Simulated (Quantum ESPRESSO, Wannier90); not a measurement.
## Tight-binding from DFT: MoS2 (R3m)

```xyz
3
Lattice="-1.5921 2.7577 0.0000 -3.1843 0.0000 0.0000 -1.5921 0.9192 6.4821" Properties=species:S:1:pos:R:3 pbc="T T T"
Mo     0.0000     0.0000    -0.0043
S      1.5921    -0.9192     1.5480
S      1.5921    -0.9192    -1.5563
```

Structure: Materials Project mp-1434, symmetrised, not relaxed again. COD (Crystallography Open Database) has the formula in 3 space groups, this one among them (matched by group alone). Level: PBEsol, spinors with spin-orbit coupling; pw.x of Quantum ESPRESSO at 64 Ry with PseudoDojo potentials, 6×6×6 k-points, Wannier90. Density: 12×12×12 mesh, cold smearing 0.01 Ry. The cell is built of weakly bound layers, chains or molecules, whose nearest atoms lie 3.85 Å apart. Database cells relaxed without dispersion often hold them too far apart, which can enlarge gaps and weakens couplings between them; spacing and stacking were not compared with the measured crystal.

Bands 9-12 form an isolated set from -14.74 to -12.42 eV relative to the valence-band maximum (on the path) and are turned into 4 Wannier functions by minimising the spread from the start: atomic waves S 3s.

Centres (Cartesian, Å; one of the equivalent choices) and spreads:

| n | x | y | z | spread (Å²) | nearest atom |
|---|---|---|---|---|---|
| 1 | 1.592 | -0.919 | 1.343 | 1.227 | S2 |
| 2 | 1.592 | -0.919 | 1.343 | 1.227 | S2 |
| 3 | 1.592 | -0.919 | -1.352 | 1.224 | S3 |
| 4 | 1.592 | -0.919 | -1.352 | 1.224 | S3 |

Ω_I = 4.89 Å², Ω_total = 4.90 Å²; the interpolated bands follow pw.x to 0.5 meV rms on the path. Only this start was tried; a symmetric start can stop on a saddle, and mixtures of these functions could lower the total by at most Ω_total − Ω_I.
